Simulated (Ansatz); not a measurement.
An ordered 8-atom cell of InGa₃P₄ on the zincblende lattice (I-42m): a relaxation of cell and atoms in the PAW code Ansatz (r2SCAN). The starting cell comes from a relaxation with PBE.

Input (YAML):
```yaml
crystal:
  lattice:
    - [-2.8104265173, 2.8104265173, 5.6100222854]
    - [2.8104265173, -2.8104265173, 5.6100222854]
    - [2.8104265173, 2.8104265173, -5.6100222854]
  atoms:
    - { symbol: Ga, position: [0.75, 0.25, 0.5] }
    - { symbol: P, position: [0.1329398972, 0.6068629391, 0.0] }
    - { symbol: Ga, position: [0.5, 0.5, 0.0] }
    - { symbol: P, position: [0.8670601028, 0.8670601028, 0.4739230419] }
    - { symbol: Ga, position: [0.25, 0.75, 0.5] }
    - { symbol: P, position: [0.6068629391, 0.1329398972, 0.0] }
    - { symbol: In, position: [0.0, 0.0, 0.0] }
    - { symbol: P, position: [0.3931370609, 0.3931370609, 0.5260769581] }
kpoints:
  mp_grid: { grid: [6, 6, 6] }
hamiltonian:
  xc: r2scan
scf:
  occupations: { method: fermi_dirac, width: 0.02 }
relax:
  f_tol: 0.005
  cell: {}
```

Command: `ansatz run input.yaml --threads 4 --pin off --max-ram 6451MiB --backend cpu --events-out ev --progress --plain --runs-dir out`. It took 19 s on 4 threads of AMD EPYC 9R45 96-Core Processor (Zen 5), with other jobs on the host; peak host memory 1.3 GiB.

Task: Predict the output.

Result: Output, abridged:
```
Functional definition: r2SCAN
Crystal: 8 atoms, lattice volume = 177.243 Å³
Basis set: ecut = 500 eV, 4509 PW (Γ)
Bands: 44, of which v1, the nominal top of the filled ones, is band 36 counted from 1 (35 counted from 0)
Symmetry: 8 space group operations
Space group: I-42m (ITA 121)
k-points: 30 of 216 (time reversal used)
relax step 1: F+E_penalty+E_count = -20023.03521172 eV  max|allowed force component| = 8.840e-3 eV/Å  Δτ_max = 0.0000 Å  P = -2.230 GPa  Ω = 177.243 Å³
relax step 2: F+E_penalty+E_count = -20023.07044073 eV  max|allowed force component| = 6.161e-2 eV/Å  Δτ_max = 0.0058 Å  P = -0.157 GPa  Ω = 172.571 Å³
relax step 3: F+E_penalty+E_count = -20023.07251892 eV  max|allowed force component| = 1.566e-2 eV/Å  Δτ_max = 0.0095 Å  P = +0.017 GPa  Ω = 172.137 Å³
relax step 4: F+E_penalty+E_count = -20023.07254812 eV  max|allowed force component| = 3.175e-4 eV/Å  Δτ_max = 0.0012 Å  P = +0.000 GPa  Ω = 172.177 Å³
relax step 5: F+E_penalty+E_count = -20023.07154315 eV  max|allowed force component| = 3.245e-4 eV/Å  Δτ_max = 0.0000 Å  P = -0.004 GPa  Ω = 172.177 Å³  (SCF on a basis re-selected at this cell)
SCF converged after 6 iterations
Free energy (F): -20023.071543 eV
Fermi energy:    7.742820 eV
--- Stress (GPa, compression-positive) ---
       -0.003735       0.000000       0.000000
        0.000000      -0.003735       0.000000
        0.000000       0.000000      -0.004174
  P = ⅓ Tr σ = -0.0039 GPa (-0.039 kbar)
--- Relaxed structure (4 steps of the walk, 4 accepted, 1 SCFs on fresh bases) ---
  F+E_penalty+E_count = -20023.07154315 eV   max|allowed force component| = 3.245e-4 eV/Å
  cell:  # Å, volume = 172.1773 Å³
    - [-2.783482, 2.783482, 5.555704]
    - [2.783482, -2.783482, 5.555704]
    - [2.783482, 2.783482, -5.555704]
  atoms:
    - { symbol: Ga, position: [0.750000, 0.250000, 0.500000] }
    - { symbol: P, position: [0.133149, 0.606408, 0.000000] }
    - { symbol: Ga, position: [0.500000, 0.500000, 0.000000] }
    - { symbol: P, position: [0.866851, 0.866851, 0.473259] }
    - { symbol: Ga, position: [0.250000, 0.750000, 0.500000] }
    - { symbol: P, position: [0.606408, 0.133149, 0.000000] }
    - { symbol: In, position: [0.000000, 0.000000, 0.000000] }
    - { symbol: P, position: [0.393592, 0.393592, 0.526741] }
```
Iteration counts and the last digits belong to this one run.

In 4 steps the volume changed by -2.9 %; between the first SCF and the last, each on a basis chosen for its cell, the energy fell by 4.5 meV an atom. Final cell: it is tetragonal, I-42m (No. 121); conventional cell a = 5.567 Å, c = 11.111 Å, 21.52 Å³ an atom. Ga is surrounded by 4 P at 2.38 Å; P is surrounded by 3 Ga at 2.36–2.38 Å and 1 In at 2.53 Å; Ga is surrounded by 4 P at 2.36 Å; In is surrounded by 4 P at 2.53 Å.

(Calculated; spin-unpolarised; the phase may be known or hypothetical.)
